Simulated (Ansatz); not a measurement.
This run works on a generated trial structure, not on a known crystal.

Input and command of a plane-wave DFT calculation in Ansatz:

```yaml
crystal:
  lattice:
    - [9.5320275127, 0.0, 0.0]
    - [0.0, 9.5320275127, 0.0]
    - [0.0, 0.0, 9.5320275127]
  atoms:
    - { symbol: Si, position: [0.2516862001, 0.0, 0.0] }
    - { symbol: Si, position: [0.7483137999, 0.0, 0.0] }
    - { symbol: Si, position: [0.0, 0.2516862001, 0.0] }
    - { symbol: Si, position: [0.0, 0.7483137999, 0.0] }
    - { symbol: Si, position: [0.0, 0.0, 0.2516862001] }
    - { symbol: Si, position: [0.0, 0.0, 0.7483137999] }
    - { symbol: W, position: [0.5, 0.0, 0.0] }
    - { symbol: W, position: [0.0, 0.5, 0.0] }
    - { symbol: W, position: [0.0, 0.0, 0.5] }
    - { symbol: W, position: [0.0, 0.0, 0.0] }
basis:
  ecutwfc: 420
kpoints:
  mp_grid: { grid: [4, 4, 4] }
hamiltonian:
  xc: pbe
scf:
  occupations: { method: gaussian, width: 0.1 }
output:
  forces: true
  stress: true
  eigenvalues: true
relax:
  adjacent_minimum: "off"
  f_tol: 0.01
  max_steps: 80
  cell: { stress_tol: 0.05 }
```

```bash
ansatz run input.yaml --threads 1 --pin off --max-ram 2560MiB --backend cpu --events-out ev --progress --plain --runs-dir out
```

Processor: Arm Neoverse V2, 1 thread, on a host shared with other jobs.

Question: Estimate time, memory and problem size.

Answer: About 94 s, peak memory 0.91 GiB. It solves 50 bands at 10 k points (after reduction by symmetry) with about 16663 plane waves (on the last cell), in 31 SCF iterations over 4 ionic steps.
